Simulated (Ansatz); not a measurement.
SrO:
```cif
data_O4Sr4
_chemical_formula_sum 'Sr4 O4'
_space_group_name_H-M_alt 'Fm-3m'
_space_group_IT_number 225
_space_group_name_Hall '-F 4 2 3'
_cell_length_a 5.15984
_cell_length_b 5.15984
_cell_length_c 5.15984
_cell_angle_alpha 90.000
_cell_angle_beta 90.000
_cell_angle_gamma 90.000
loop_
_atom_site_label
_atom_site_type_symbol
_atom_site_symmetry_multiplicity
_atom_site_Wyckoff_symbol
_atom_site_fract_x
_atom_site_fract_y
_atom_site_fract_z
_atom_site_occupancy
Sr1 Sr 4 a 0.00000 0.00000 0.00000 1
O1 O 4 b 0.50000 0.50000 0.50000 1
```
(The calculation used a cell of 2 atoms; values per cell refer to that cell.)

Relaxed with r²SCAN. Independent-particle spectrum: no excitons, no local fields, no scissors shift; 0.1 eV broadening; ε₁ of the summed bands alone.

Question: Tabulate the dielectric function from r²SCAN (plane waves, PAW; program Ansatz).

Answer: 

```tsv
E (eV)	ε₁ xx	ε₂ xx
0.0	3.48	0.00
0.4	3.48	0.00
0.8	3.50	0.00
1.2	3.53	0.00
1.6	3.58	0.00
2.0	3.64	0.00
2.4	3.73	0.00
2.8	3.86	0.00
3.2	4.04	0.00
3.6	4.34	0.00
4.0	4.96	0.53
4.4	4.78	1.00
4.8	4.77	1.48
5.2	4.52	1.78
5.6	4.34	2.00
6.0	4.20	2.20
6.4	4.07	2.47
6.8	3.73	2.53
7.2	3.69	2.73
7.6	3.61	2.98
8.0	3.11	3.62
8.4	2.64	3.48
8.8	1.66	3.15
9.2	2.36	2.26
9.6	4.03	2.83
10.0	1.64	5.74
10.4	0.18	3.77
10.8	0.37	3.29
11.2	-0.26	2.75
11.6	-0.29	2.33
12.0	-0.34	1.80
```

Question: From ε at 5.8 eV (xx: 4.27 + 2.10i), find n, k, the normal reflectivity and the absorption coefficient.

Answer: n = 2.12, k = 0.494, R = 15 %, α = 2kE/ħc = 290000 cm⁻¹.

With all bands, ε∞ without local fields is 3.58. DFPT, with local fields, gives 3.52.

The r²SCAN relaxation kept the symmetry of its start; phonons on a q-mesh show no instability. Spin–orbit coupling is left out wherever it is not named.

Potentials: the later of the program's two PAW sets.
